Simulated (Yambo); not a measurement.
A G0W0@PBEsol run in Yambo for BeSe (zinc blende, space group F-43m, No. 216) (6×6×6 Γ-centred k mesh, bands 7 to 79 and a 10 Ry block in the screening, 79 bands in G with the Bruneval-Gonze terminator, plasmon pole fitted at 27.2 eV) gives these matrix elements, in eV, at the band edges (Γ → X):

```tsv
state	E0	<Vxc>	<Σx>	<Σc(E0)>	Z
valence edge	0.000	-14.307	-17.757	1.562	0.807
conduction edge	2.473	-9.491	-5.322	-3.662	0.825
```

Question: Solve the linearised quasiparticle equation for both states, give the gap, and say how exchange and correlation each act on it.

Answer: E = E0 + Z(Σx + Σc − Vxc). Valence: 0.000 + 0.807 × (-17.757 + (1.562) − (-14.307)) = -1.52 eV. Conduction: 2.473 + 0.825 × (-5.322 + (-3.662) − (-9.491)) = 2.89 eV. The gap is 4.41 eV, against 2.47 eV in PBEsol. Replacing Vxc by bare exchange alone would open it by 7.62 eV; correlation takes back 5.22 eV of that, and Z scales what is left. Convergence of the G0W0 settings was not tested. Spin-orbit splittings are left out.

The standard potential for Se keeps a d shell in the valence without the s and p states of that shell. In tests on such compounds this moved G0W0 gaps by up to about 0.9 eV, so absolute quasiparticle energies here are unreliable; differences between settings are what counts.

Geometry relaxed with PBEsol; primitive cell a = b = c = 3.6276 Å, α = β = γ = 60.00°.
